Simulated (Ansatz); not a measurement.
Given:

GePt:
```cif
data_GePt
_chemical_formula_sum 'Pt1 Ge1'
_space_group_name_H-M_alt 'Pm-3m'
_space_group_IT_number 221
_space_group_name_Hall '-P 4 2 3'
_cell_length_a 3.15866
_cell_length_b 3.15866
_cell_length_c 3.15866
_cell_angle_alpha 90.000
_cell_angle_beta 90.000
_cell_angle_gamma 90.000
loop_
_atom_site_label
_atom_site_type_symbol
_atom_site_symmetry_multiplicity
_atom_site_Wyckoff_symbol
_atom_site_fract_x
_atom_site_fract_y
_atom_site_fract_z
_atom_site_occupancy
Pt1 Pt 1 a 0.00000 0.00000 0.00000 1
Ge1 Ge 1 b 0.50000 0.50000 0.50000 1
```

This is the r²SCAN-relaxed structure.

All from r²SCAN in the plane-wave PAW code Ansatz, unless another level is named. Predict the electronic character.

metallic (no gap).

Give the formation energy from the elements (no fitted shifts).

-0.025 eV/atom.

Give the density of states at the Fermi level.

0.42 states/eV per atom (mean over ±0.08 eV).

Give the gap with spin–orbit coupling.

none (metallic).

A made-up cell: these elements were put on the sites of a structure type; neither database checked (COD, Materials Project) lists it. COD files the formula under space group No. 62. Its standing as an ambient phase is unchecked. The r²SCAN relaxation kept the symmetry of its start; whether a distortion lowers the energy is not shown. The run is not spin-polarised. The references are the lowest solids computed at this level, not always the standard phases. Scalar-relativistic: spin–orbit coupling is off unless named, which matters more the heavier the elements.

Potentials: the earlier of the program's two PAW sets.
